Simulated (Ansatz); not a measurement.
Data sheet: AlCuGeSe$_{4}$ (DFT)

AlCuGeSe4:
```yaml
crystal:
  lattice:
    - [-2.72851, 2.72851, 5.32214]
    - [2.72851, -2.72851, 5.32214]
    - [2.72851, 2.72851, -5.32214]
  atoms:
    - { symbol: Al, position: [0.75000, 0.25000, 0.50000] }
    - { symbol: Cu, position: [0.00000, 0.00000, 0.00000] }
    - { symbol: Ge, position: [0.50000, 0.50000, 0.00000] }
    - { symbol: Se, position: [0.13497, 0.09882, 0.50045] }
    - { symbol: Se, position: [0.90118, 0.40163, 0.03615] }
    - { symbol: Se, position: [0.59837, 0.63452, 0.49955] }
    - { symbol: Se, position: [0.36548, 0.86503, 0.96385] }
```

Space group I-4 (No. 82); conventional cell a = 5.4570 Å, b = 5.4570 Å, c = 10.6443 Å, α = 90.00°, β = 90.00°, γ = 90.00°.

Method: DFT-PBEsol in the program Ansatz with PAW potentials. The cell and atoms are relaxed at this level. Other levels are named where they apply.

### Cell and energy

```yaml
volume_per_atom: 22.64 Å³
density: 5.02 g/cm³
Formation energy from the elements (no fitted shifts): -0.46 eV/atom
```

### Electronic structure

```yaml
band_gap: 0.95 eV (smallest direct gap 0.96 eV)
valence_band_maximum: at Γ
conduction_band_minimum: at M
electron_effective_mass: 0.36, 0.66, 0.66 mₑ (principal values)
Hole effective mass, band 1 of 2 at the edge: 0.70 along x, 0.67 along z (mₑ)
Hole effective mass, band 2 of 2 at the edge: 0.13 along x, 0.67 along z (mₑ)
HSE06 gap on the PBEsol cell: 1.84 eV
```

### Mechanics

```yaml
Elastic constants (relaxed ions, GPa): C11 = 67.9, C12 = 33.8, C13 = 33.0, C33 = 66.8, C44 = 35.0, C66 = 39.6, C16 = 0.3
mechanical_stability: stable (all eigenvalues of C positive)
hill_bulk_and_shear_moduli: 44.7 and 26.9 GPa
Young's modulus: 67.3 GPa
Poisson's ratio: 0.25
debye_temperature_from_the_elastic_constants: 271 K
Piezoelectric stress constants (proper, relaxed ions, C/m²): e14 = e25 = -0.04, e15 = 0.10, e24 = -0.10, e31 = 0.07, e32 = -0.07, e36 = -0.13
```

### Dielectric response

```yaml
Electronic dielectric constant ε∞ (DFPT): 10.6 (xx = yy), 10.0 (zz)
Born charges (a third of the trace): Al +2.56, Cu +0.62, Ge +2.75, Se -1.48 e
```

The first step of the workflow began from a Materials Project structure, measured or hypothetical; the Crystallography Open Database copy checked does not list it. Whether it is the stable phase at ambient conditions was not checked. The cell was relaxed with PBEsol under the symmetry of its start; its stability against distortions is not shown here. No spin polarisation was allowed. Signs of piezoelectric constants follow the polarity of the cell as given. The references are the lowest solids computed at this level, not always the standard phases. Scalar-relativistic: spin–orbit coupling is off unless named, which matters more the heavier the elements.

Potentials: the later of the program's two PAW sets.
